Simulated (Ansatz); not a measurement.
Given:

BaTiO$_{3}$:
```
CELL_PARAMETERS angstrom
      3.92699     0.00000     0.00000
      0.00000     3.92699     0.00000
      0.00000     0.00000     3.97455
ATOMIC_POSITIONS crystal
  Ba 0.50000 0.50000 0.57954
  Ti 0.00000 0.00000 0.09173
  O  0.00000 0.50000 0.06513
  O  0.50000 0.00000 0.06513
  O  0.00000 0.00000 0.55846
```

This is the LDA-relaxed structure.

All from the program Ansatz at the LDA level (PAW), unless another level is named. Give the highest zone-centre frequency (without LO–TO term).

509 cm⁻¹.

Next, the bulk modulus (Birch–Murnaghan fit)?

149 GPa.

Space group P4mm. Symmetry was held in the LDA relaxation. At this level the phase is dynamically unstable (imaginary phonons). No spin polarisation was allowed. Spin–orbit coupling is left out wherever it is not named.

Potentials: the earlier of the program's two PAW sets.
